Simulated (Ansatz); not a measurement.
The start is a generated cell, Cd placed in the dhcp structure type. Cell shape, volume and atoms are optimised at zero target pressure with r2SCAN (plane waves to 500 eV, PAW, scalar-relativistic; Ansatz, a program for electronic structure). The first steps use a 17×17×5 k-mesh.

Starting cell:
```
CELL_PARAMETERS angstrom
      3.14220     0.00000     0.00000
     -1.57110     2.72122     0.00000
      0.00000     0.00000    10.11005
ATOMIC_POSITIONS crystal
  Cd 0.00000 0.00000 0.00000
  Cd 0.00000 0.00000 0.50000
  Cd 0.33333 0.66667 0.25000
  Cd 0.66667 0.33333 0.75000
```

Q: How large is the pressure on the unrelaxed cell, and of which sign?

A: 0.0 GPa.

Q: How much energy is released per atom?

A: 0.03 eV/atom.

Q: How does the volume per atom move from start to end?

A: +2.3 %, from 21.61 to 22.11 Å³/atom.

Q: How do the shortest distances between atoms change?

A: The closest pairs of elements (up to four, under 3.6 Å), start → end: Cd–Cd 3.11 → 2.96 Å.

Q: What band gap does the relaxed structure have at this level?

A: No gap (metallic).

Q: What does it relax into? Give the structure.

A: 
Space group P6₃/mmc (No. 194); a = 2.960 Å, b = 2.960 Å, c = 11.657 Å, α = 90.00°, β = 90.00°, γ = 120.00°

```json
[
 {"atom": "Cd", "site": "2a", "symmetry": "-3m.", "x": "0.0000", "y": "0.0000", "z": "0.0000"},
 {"atom": "Cd", "site": "2c", "symmetry": "-6m2", "x": "0.3333", "y": "0.6667", "z": "0.2500"}
]
```

The space group stays P6₃/mmc (No. 194) (the run could not lower it); the end is AFLOW prototype A_hP4_194_ac (A3', as in La), with 4 atoms in the primitive cell. Final values are on a 18×18×4 k-mesh of the relaxed cell. No spin polarisation in the result.

The run could not lose the symmetry of its start: the end is stationary, and may be a saddle point rather than a minimum.

All atoms sit on sites fixed by symmetry, so only the cell could relax.

The relaxed structure here is a generated cell of Cd: the first start was made by placing the elements on the sites of a structure type, and the end was not matched to a known phase here, so it may be hypothetical. A known form of Cd has the same space group; whether the sites agree was not checked.
